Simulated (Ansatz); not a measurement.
**Field gradients at the nuclei in InSe**

The cell is a COD entry whose atoms were relaxed with PBE, the cell held.

```
In Se
1.0
     4.05000    0.00000    0.00000
    -2.02500    3.50740    0.00000
     0.00000    0.00000   16.93000
In Se
4 4
Cartesian
  0.0000 2.3383 2.8322
  2.0250 1.1691 11.2972
  0.0000 2.3383 5.6328
  2.0250 1.1691 14.0978
  0.0000 2.3383 10.0191
  2.0250 1.1691 1.5541
  0.0000 2.3383 15.3759
  2.0250 1.1691 6.9109
```

Sites (sets of like atoms) are named by element and the number of their first atom in this list.

Computed with Ansatz: DFT, PBE, plane waves and PAW, with spin–orbit coupling, 420 eV cutoff, Γ-centred 13×13×3 k-points, Fermi–Dirac smearing 0.05 eV.

Conventions: |V_zz| ≥ |V_yy| ≥ |V_xx|, η = (V_xx − V_yy)/V_zz, C_Q = eQV_zz/h. Directions are in the Cartesian axes of the cell vectors above, for the atom listed; none is given where the gradient is under 0.02 or η is above 0.95.

Q: Which values are expected at the nuclei?

A: 

```
site  first atom                          first shell  V_zz (10²¹ V/m²)     η  direction of V_zz (x, y, z)
  In           1  3 Se at 2.66 Å; also 1 In at 2.80 Å            -10.80  0.00               0.00 0.00 1.00
  Se           5                       3 In at 2.66 Å             -7.12  0.00               0.00 0.00 1.00
```

An axis of threefold or higher order runs through In and Se, so V_zz lies along it and η is zero.

With a gap of 0.3 eV under a smearing of 0.05 eV the band edges are partly filled, so small gradients can hang on the smearing and the k-mesh.
